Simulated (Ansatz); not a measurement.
CO₂: a ladder of calculations

Cell of run 1: a COD entry (listed for 1.0 GPa).

Space group Pa-3 (No. 205); a = 5.4942 Å.

| site | Wyckoff | site symmetry | x | y | z |
| --- | --- | --- | --- | --- | --- |
| C | 4a | .-3. | 0.0000 | 0.0000 | 0.0000 |
| O | 8c | .3. | 0.1207 | 0.1207 | 0.1207 |

One atom of each set is listed.

Relaxed positions (PBE, cell held):

C (0.0000, 0.0000, 0.0000)
O (0.1227, 0.1227, 0.1227)

All runs are DFT with Ansatz 0.2.0 (plane waves and PAW, scalar-relativistic unless spin–orbit coupling is named, Γ-centred meshes, Fermi–Dirac smearing where given) in this cell.

Run 1: PBE, gradients read without the response of the cores, atoms as given; 420 eV, 5×5×5 k-points, smearing 0.02 eV.
Run 2: PBE, gradients read without the response of the cores, atoms relaxed; 420 eV, 5×5×5 k-points, smearing 0.02 eV.
Run 3: r2SCAN, gradients read without the response of the cores, at the relaxed atoms; 500 eV, 5×5×5 k-points, smearing 0.02 eV.

```csv
run,C V_zz (η),O V_zz (η)
1,-2.64 (0.00),6.66 (0.00)
2,-2.64 (0.00),7.52 (0.00)
3,?,?
```

V_zz in 10²¹ V/m².

**Question.** Estimate the row of run 3.

**Answer.** C: -3.30 (0.00); O: 8.10 (0.00). It lies nearest to run 2, from whose tensors on these sites it differs by 0.66 at most (largest principal value of the difference, on C). Taken one at a time, the positions of the atoms (as given or relaxed) move the tensors on these sites by up to 0.86 (largest principal value of the change, on O), the functional (r2SCAN with its higher cutoff) by 0.66 (C).

In runs 1, 3 the atoms aren't at the calculated equilibrium (largest force 2.1, 0.86 eV/Å). The cell isn't the equilibrium one in run 1 (calculated pressure 8 GPa), and the entry's cell may itself be off.
